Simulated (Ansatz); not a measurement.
A relaxation computed with Ansatz, from input to last step.

```yaml
crystal:
  lattice:
    - [0.0, 5.6840072325, 5.6840072325]
    - [5.6840072325, 0.0, 5.6840072325]
    - [5.6840072325, 5.6840072325, 0.0]
  atoms:
    - { symbol: Cs, position: [0.25, 0.25, 0.25] }
    - { symbol: Cs, position: [0.75, 0.75, 0.75] }
    - { symbol: Ag, position: [0.5, 0.5, 0.5] }
    - { symbol: Bi, position: [0.0, 0.0, 0.0] }
    - { symbol: Br, position: [0.2513063772, 0.7486936228, 0.2513063772] }
    - { symbol: Br, position: [0.2513063772, 0.7486936228, 0.7486936228] }
    - { symbol: Br, position: [0.7486936228, 0.2513063772, 0.7486936228] }
    - { symbol: Br, position: [0.7486936228, 0.2513063772, 0.2513063772] }
    - { symbol: Br, position: [0.2513063772, 0.2513063772, 0.7486936228] }
    - { symbol: Br, position: [0.7486936228, 0.7486936228, 0.2513063772] }
basis:
  ecutwfc: 420
kpoints:
  mp_grid: { grid: [4, 4, 4] }
hamiltonian:
  xc: pbe
scf:
  occupations: { method: gaussian, width: 0.02 }
output:
  forces: true
  stress: true
  eigenvalues: true
relax:
  adjacent_minimum: "off"
  f_tol: 0.01
  max_steps: 30
```

```bash
ansatz run input.yaml --threads 2 --pin off --max-ram 5120MiB --backend cpu --events-out ev --progress --plain --runs-dir out
```

Level of theory: DFT PBE, scalar-relativistic, plane waves, PAW (Ansatz).

The volume is held at 0.97 times that of the relaxed cell.

Of 3 frames 3 are shown, positions in Å and forces in eV/Å; the SCF threshold varies from step to step.

```xyz
10
Lattice="0.0000 5.6840 5.6840 5.6840 0.0000 5.6840 5.6840 5.6840 0.0000" Properties=species:S:1:pos:R:3:forces:R:3 pbc="T T T" step=1 free_energy_over_end_meV_per_atom=0.29
Cs    2.8420    2.8420    2.8420    0.0000    0.0000    0.0000
Cs    8.5260    8.5260    8.5260    0.0000    0.0000    0.0000
Ag    5.6840    5.6840    5.6840    0.0000    0.0000    0.0000
Bi    0.0000    0.0000    0.0000    0.0000    0.0000    0.0000
Br    5.6840    2.8569    5.6840    0.0000    0.0908    0.0000
Br    8.5112    5.6840    5.6840   -0.0908    0.0000    0.0000
Br    5.6840    8.5112    5.6840    0.0000   -0.0908    0.0000
Br    2.8569    5.6840    5.6840    0.0908    0.0000    0.0000
Br    5.6840    5.6840    2.8569    0.0000    0.0000    0.0908
Br    5.6840    5.6840    8.5112    0.0000    0.0000   -0.0908
10
Lattice="0.0000 5.6840 5.6840 5.6840 0.0000 5.6840 5.6840 5.6840 0.0000" Properties=species:S:1:pos:R:3:forces:R:3 pbc="T T T" step=2 free_energy_over_end_meV_per_atom=0.00
Cs    2.8420    2.8420    2.8420    0.0000    0.0000    0.0000
Cs    8.5260    8.5260    8.5260    0.0000    0.0000    0.0000
Ag    5.6840    5.6840    5.6840    0.0000    0.0000    0.0000
Bi    0.0000    0.0000    0.0000    0.0000    0.0000    0.0000
Br    5.6840    2.8690    5.6840    0.0000   -0.0114    0.0000
Br    8.4990    5.6840    5.6840    0.0114    0.0000    0.0000
Br    5.6840    8.4990    5.6840    0.0000    0.0114    0.0000
Br    2.8690    5.6840    5.6840   -0.0114    0.0000    0.0000
Br    5.6840    5.6840    2.8690    0.0000    0.0000   -0.0114
Br    5.6840    5.6840    8.4990    0.0000    0.0000    0.0114
10
Lattice="0.0000 5.6840 5.6840 5.6840 0.0000 5.6840 5.6840 5.6840 0.0000" Properties=species:S:1:pos:R:3:forces:R:3 pbc="T T T" step=3 free_energy_over_end_meV_per_atom=0.00
Cs    2.8420    2.8420    2.8420    0.0000    0.0000    0.0000
Cs    8.5260    8.5260    8.5260    0.0000    0.0000    0.0000
Ag    5.6840    5.6840    5.6840    0.0000    0.0000    0.0000
Bi    0.0000    0.0000    0.0000    0.0000    0.0000    0.0000
Br    5.6840    2.8677    5.6840    0.0000   -0.0001    0.0000
Br    8.5003    5.6840    5.6840    0.0001    0.0000    0.0000
Br    5.6840    8.5003    5.6840    0.0000    0.0001    0.0000
Br    2.8677    5.6840    5.6840   -0.0001    0.0000    0.0000
Br    5.6840    5.6840    2.8677    0.0000    0.0000   -0.0001
Br    5.6840    5.6840    8.5003    0.0000    0.0000    0.0001
```

It took 13 s on 2 threads of Oxide Virtual Turin-like Processor (Zen 5), on a shared host, peak memory 0.79 GiB.

Spin–orbit coupling is left out, which can shift energies with elements as heavy as these.